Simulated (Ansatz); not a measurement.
A crystal relaxed with r2SCAN in the plane-wave code Ansatz has space group Pmm2 (No. 25) and a = 4.238 Å, b = 8.485 Å, c = 6.000 Å.

```json
{"atom": "Ga", "site": "1a", "x": "0.0000", "y": "0.0000", "z": "0.9969"}
{"atom": "Xx", "site": "1c", "x": "0.5000", "y": "0.0000", "z": "0.2215"}
{"atom": "In", "site": "2h", "x": "0.5000", "y": "0.2408", "z": "0.4997"}
{"atom": "Xx", "site": "2g", "x": "0.0000", "y": "0.2376", "z": "0.7602"}
{"atom": "In", "site": "1b", "x": "0.0000", "y": "0.5000", "z": "0.0016"}
{"atom": "Xx", "site": "1d", "x": "0.5000", "y": "0.5000", "z": "0.2600"}
```

r2SCAN gives a direct gap of 0.17 eV at Γ. With HSE06 the gap is 0.50 eV and direct, at Γ. Meshes: r2SCAN 6×4×4, HSE06 4×2×4.

Task: Which element is Xx?
A. N
B. P
C. As
D. Bi

Result: C. Xx is As: In3GaAs4, ordered on the zincblende lattice (Pmm2) with 8 atoms a cell. Ga is surrounded by 4 As at 2.47–2.51 Å; As is surrounded by 2 Ga at 2.51 Å and 2 In at 2.64 Å; In is surrounded by 4 As at 2.63–2.64 Å; As is surrounded by 1 Ga at 2.47 Å and 3 In at 2.63–2.66 Å; In is surrounded by 4 As at 2.63–2.66 Å; As is surrounded by 4 In at 2.63 Å.

No spin polarisation. The prototype was imposed, so other structures may be more stable.

Spin-orbit coupling is left out, which matters wherever the heavy atoms make up the band edges.

The meshes of the hybrids are coarse, so their gaps aren't converged to the digits shown.
